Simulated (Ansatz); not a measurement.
Si (diamond)

```yaml
crystal:
  lattice:
    - [0.00000, 2.73494, 2.73494]
    - [2.73494, 0.00000, 2.73494]
    - [2.73494, 2.73494, 0.00000]
  atoms:
    - { symbol: Si, position: [0.50000, 0.50000, 0.50000] }
    - { symbol: Si, position: [0.75000, 0.75000, 0.75000] }
```

Scan: atom 2 (Si, nearest neighbour Si at 2.369 Å; its periodic images, 3.9 Å or more away, move with it) is displaced along Cartesian [110], direction (0.707, 0.707, 0.000) in Cartesian axes, by s. The other atoms stay.

Calculation: PBE (plane waves to 420 eV, PAW, scalar-relativistic; Ansatz, a first-principles code). k mesh 8×8×8 (Γ-centred), Fermi-Dirac smearing 0.05 eV. E stands for the smeared free energy. As the smearing reaches across the gap at some points, energies and forces of such displacements shift with the k mesh and the smearing. Si was relaxed with its symmetry unable to fall. The PAW data are Ansatz's earlier set. ΔE is measured from the undisplaced structure. The last digit holds for this mesh only.

| s (Å) | ΔE (meV/cell) |
|---|---|
| -0.240 | withheld |
| -0.192 | 237.7 |
| -0.144 | 134.3 |
| -0.096 | 60.0 |
| -0.048 | 15.0 |
| 0.000 | 0.0 |
| 0.048 | 15.0 |
| 0.096 | 60.0 |
| 0.144 | 134.3 |
| 0.192 | 237.7 |
| 0.240 | withheld |

### Question
Fit an even polynomial form (powers 2, 4) to the given rows and predict ΔE at s = 0.240.

### Answer
Least squares on the 9 given rows: ΔE = (6520)·s² + (-1965)·s⁴, in meV/cell with s in Å; root-mean-square residual 0.05 meV/cell. At 0.240 the fit gives 369.0 meV/cell; the calculation gives 367.5 meV/cell, so the extrapolation is off by 1.5 (+0.4 %). The quadratic term alone would give 375.6 meV/cell.

(A displaced cell: forces are minus the slopes of the energy, force constants its curvatures, and phonons follow from these.)
